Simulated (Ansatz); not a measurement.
Ba$_{2}$ScO$_{3}$F:
```
Ba2ScO3F
1.0
   -2.07370     2.07370     6.76218
    2.07370    -2.07370     6.76218
    2.07370     2.07370    -6.76218
Ba Sc O F
2 1 3 1
Direct
  0.63637   0.63637   0.00000
  0.36141   0.36141   0.00000
  0.98715   0.98715   0.00000
  0.00614   0.50614   0.50000
  0.50614   0.00614   0.50000
  0.83779   0.83779   0.00000
  0.16502   0.16502   0.00000
```

Relaxed with r²SCAN. Special points in fractions of this cell's reciprocal vectors: Γ (0.000, 0.000, 0.000); X (0.000, 0.000, 0.500); P (0.250, 0.250, 0.250); N (0.000, 0.500, 0.000); M (0.500, 0.500, -0.500); S (0.274, 0.726, -0.274); S0 (-0.274, 0.274, 0.274); R (-0.047, 0.047, 0.500); G (0.500, 0.500, -0.047).

List the band energies nearest the valence-band maximum at these points for DFT-r²SCAN with spin–orbit coupling in the program Ansatz with PAW potentials.

In eV from the valence-band maximum; about four levels below and three above (degenerate sets whole), none deeper than 8.9 eV; points with the same levels are listed once.

```tsv
k	below	above
Γ	-0.24 -0.24 -0.20 -0.20	4.56 4.56 4.74 4.74
X	-0.33 -0.33 0.00 0.00	4.98 4.98 5.48 5.48
P	-0.40 -0.40 0.00 0.00	5.21 5.21 5.23 5.23
N	-0.63 -0.63 -0.52 -0.52	5.54 5.54 5.57 5.57
M	-0.21 -0.21 -0.15 -0.15	4.02 4.02 4.59 4.59
S	-0.79 -0.75 -0.51 -0.49	5.54 5.54 5.58 5.58
R	-0.35 -0.35 -0.02 -0.02	5.02 5.02 5.38
```

Space group I4mm. The first step of the workflow began from a Materials Project structure, measured or hypothetical; the Crystallography Open Database copy checked does not list it. Whether it is the stable phase at ambient conditions was not checked. The r²SCAN relaxation kept the symmetry of its start; whether a distortion lowers the energy is not shown. The run is not spin-polarised.

Potentials: the later of the program's two PAW sets.
